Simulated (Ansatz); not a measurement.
MoW (CsCl type, space group No. 221), the program Ansatz at the PBE level (PAW), all energies at zero smearing, with the estimated change up to a 700 eV cutoff added, with one set of potentials and settings (totals compare only within such a set). Cell of 2 atoms (1 Mo, 1 W): -15342.000 eV.

```tsv
element	reference phase	E (eV/atom)
Mo	Im-3m, 1 atoms in the cell	-4956.0557
W	Im-3m, 1 atoms in the cell	-10385.9177
```

Formation energy per atom, worked out: (-15342.000 − 1×(-4956.0557) − 1×(-10385.9177))/2 = -0.014 eV/atom (-1 kJ per mol of atoms), at 0 K, without zero-point energy or fitted corrections.

Space group Pm-3m (CsCl type). The start of the workflow was typed in or built on a structure type; neither database checked (COD, Materials Project) lists it. Whether it is the stable phase at ambient conditions was not checked. The PBE relaxation kept the symmetry of its start; its stability against distortions is not shown here. No spin polarisation was allowed. The references are the lowest solids computed at this level, not always the standard phases. Spin–orbit coupling is left out wherever it is not named.

Potentials: the earlier of the program's two PAW sets.
